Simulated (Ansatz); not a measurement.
Ag in space group P6/mmm (No. 191; Ag on 2e, Ag on 2d, Ag on 3f) at seven volumes, PBE in the plane-wave PAW code Ansatz, shape and atoms relaxed at each. One row is withheld.

```tsv
V (Å³/atom)	P (GPa)
17.188	9.94
17.755	5.94
18.322	2.67
18.888	0.00
19.455	-2.18
20.022	-3.96
20.588	?
```

Problem. Fit the shown pressures and predict the withheld one.

Solution. Third-order Birch–Murnaghan: P = (3/2)B₀(x^(7/2) − x^(5/2))[1 + (3/4)(B′ − 4)(x − 1)] with x = (V₀/V)^(2/3). Least squares on the six rows gives V₀ = 18.888 Å³/atom, B₀ = 80.36 GPa, B′ = 5.76. At V = 20.588, x = 0.9442 and P = -5.40 GPa. The run itself gave -5.40 GPa.

The start of the workflow was typed in or built on a structure type; neither database checked (COD, Materials Project) lists it. It is not the phase usual at ambient conditions (space group No. 225). Symmetry was held in the PBE relaxation; whether a distortion lowers the energy is not shown. The run is not spin-polarised.

Potentials: the later of the program's two PAW sets.
